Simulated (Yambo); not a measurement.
G0W0@PBEsol for CsCdCl₃ (cubic perovskite, space group Pm-3m, No. 221) in Yambo. Reference settings: 2×2×2 Γ-centred k mesh, bands 5 to 268 and a 8 Ry block in the screening, 268 bands in G with the Bruneval-Gonze terminator, plasmon pole fitted at 27.2 eV. The PBEsol gap R → Γ on this mesh is 1.63 eV; G0W0 gaps are taken between the same points.

With and without the terminator, as bands are cut:

```tsv
bands in G (in W)	gap, terminator (eV)	gap, none (eV)	valence shift, terminator (eV)	valence shift, none (eV)
95 (268)	3.799	3.675	-1.219	-0.664
168 (268)	3.768	3.661	-1.243	-0.947
268 (268)	3.765	3.708	-1.251	-1.106
```

Over this range the gap spans 0.034 eV with the terminator and 0.047 eV without, the valence shift 0.032 eV and 0.442 eV. Neither column has reached its limit for certain.

Spin-orbit coupling is not included.

Geometry of the Materials Project entry, not relaxed at this level; primitive cell a = b = c = 5.2644 Å, α = β = γ = 90.00°.

A shift is the quasiparticle energy of the state minus its PBEsol energy.
